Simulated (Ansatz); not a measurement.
AlN:
```xyz
2
Lattice="0.0000 2.0188 2.0188 2.0188 0.0000 2.0188 2.0188 2.0188 0.0000" Properties=species:S:1:pos:R:3 pbc="T T T"
Al     2.0188     2.0188     2.0188
N      0.0000     0.0000     0.0000
```

Cartesian axes are those of the cell as given.

Question: Give the high-frequency dielectric tensor and the Born effective charge tensors of the independent atoms from DFPT, r²SCAN (plane waves, PAW; program Ansatz).

Answer: 
ε∞:
```
4.75  0.00  0.00
0.00  4.75  0.00
0.00  0.00  4.75
```
Z* of atom 1 (Al), rows: field, columns: displacement, in e:
```
2.97  0.00  0.00
0.00  2.97  0.00
0.00  0.00  2.97
```
Z* of atom 2 (N), rows: field, columns: displacement, in e:
```
-2.97   0.00   0.00
 0.00  -2.97   0.00
 0.00   0.00  -2.97
```

Static charges for comparison (Bader): Al1 +2.54, N2 -2.54 e. Born charges measure polarisation by displacement and can exceed these by far.

Space group Fm-3m (rock salt). This is a known high-pressure phase of the composition, computed here at zero pressure and temperature. Symmetry was held in the r²SCAN relaxation; whether a distortion lowers the energy is not shown.

Potentials: the later of the program's two PAW sets.
